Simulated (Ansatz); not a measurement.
BaZn2P2 in space group I4/mmm (No. 139; Ba on 2a, P on 4e, Zn on 4d), the program Ansatz at the PBE level (PAW), all energies at zero smearing, with the estimated change up to a 700 eV cutoff added, with one set of potentials and settings (totals compare only within such a set). Cell of 5 atoms (1 Ba, 2 P, 2 Zn): -14102.383 eV.

```
element             reference phase  E (eV/atom)
-------  --------------------------  -----------
Ba       Im-3m, 1 atoms in the cell   -5949.5401
P         Cmce, 4 atoms in the cell    -755.6743
Zn        C2/m, 3 atoms in the cell   -3319.0295
```

Formation energy per atom, worked out: (-14102.383 − 1×(-5949.5401) − 2×(-755.6743) − 2×(-3319.0295))/5 = -0.687 eV/atom (-66 kJ per mol of atoms), at 0 K, without zero-point energy or fitted corrections.

The workflow started from an entry of the Crystallography Open Database (COD). Its standing as an ambient phase is unchecked. The PBE relaxation kept the symmetry of its start; its stability against distortions is not shown here. The references are the lowest solids computed at this level, not always the standard phases. Scalar-relativistic: spin–orbit coupling is off unless named, which matters more the heavier the elements.

Potentials: the later of the program's two PAW sets.
